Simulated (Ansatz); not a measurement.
A geometry of Nb away from equilibrium: step 18 of the relaxation of a randomly generated symmetric cell of Nb (space group No. 39). Method: r2SCAN (plane waves to 500 eV, PAW, scalar-relativistic; Ansatz, a quantum-chemistry and plane-wave program). Γ-centred k-mesh 9×7×7 on the run's cell (coarser than for final values), Fermi–Dirac smearing 0.05 eV.

```xyz
4
Lattice="2.7348 0.0000 0.0000 0.0000 4.7964 2.7568 0.0000 -4.7964 2.7568" Properties=species:S:1:pos:R:3:forces:R:3 pbc="T T T" free_energy=-18254.086 pressure_GPa=2.1
Nb     1.5228    -2.3982     3.5870   -0.0025    0.0000    0.0000
Nb     1.2120     2.3982     3.5870    0.0025    0.0000    0.0000
Nb     0.0000     0.0000     4.9654    0.0000    0.0000    0.0000
Nb     0.0000     0.0000     2.2086    0.0000    0.0000    0.0000
```

Positions in Å, forces in eV/Å, free energy of the cell in eV (comparable only within this code, potentials and settings). Largest force: all forces are below 0.005 eV/Å; the geometry lies 0.01 eV/atom above the end of its relaxation.

No spin polarisation in the result.

The run could not lose the symmetry of its start: the end is stationary, and may be a saddle point rather than a minimum.

The end of the path is a generated cell of Nb: the first start was made by a random draw of sites in a space group, and the end was not matched to a known phase here, so it may be hypothetical. Known forms of Nb include space group No. 229.
